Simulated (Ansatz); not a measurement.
SiB:
```
SiB
1.0
    3.17357     0.00000     0.00000
   -1.58679     2.74839     0.00000
    0.00000     0.00000     5.83640
Si B
2 2
Direct
  0.33333   0.66667   0.35713
  0.66667   0.33333   0.85713
  0.33333   0.66667   0.01786
  0.66667   0.33333   0.51786
```

Relaxed with r²SCAN.

Q: Tabulate the valence density and the electron localisation function along the shortest Si–B contact (1.98 Å), r²SCAN (plane waves, PAW; program Ansatz).

A: 

```tsv
distance from Si (Å)	density (e/Å³)	ELF
0.20	0.08	0.40
0.30	0.15	0.33
0.40	0.25	0.42
0.50	0.38	0.63
0.59	0.52	0.82
0.69	0.63	0.92
0.79	0.71	0.95
0.89	0.76	0.96
0.99	0.79	0.97
1.09	0.82	0.96
1.19	0.86	0.96
1.29	0.90	0.94
1.39	0.93	0.89
1.49	0.92	0.77
1.58	0.83	0.51
1.68	0.67	0.18
1.78	0.47	0.03
```

The density is the valence pseudo-density with augmentation charge, so density and ELF within about 1 Å of a nucleus are not all-electron values.

Space group P6_3mc (wurtzite). The workflow started from a Materials Project entry (that database holds measured and hypothetical structures alike); the Crystallography Open Database copy checked does not list it. Its standing as an ambient phase is unchecked. The r²SCAN relaxation kept the symmetry of its start. At this level the phase is mechanically unstable. Its formation energy is positive at this level, so the cell may be metastable or incomplete.

Potentials: the later of the program's two PAW sets.
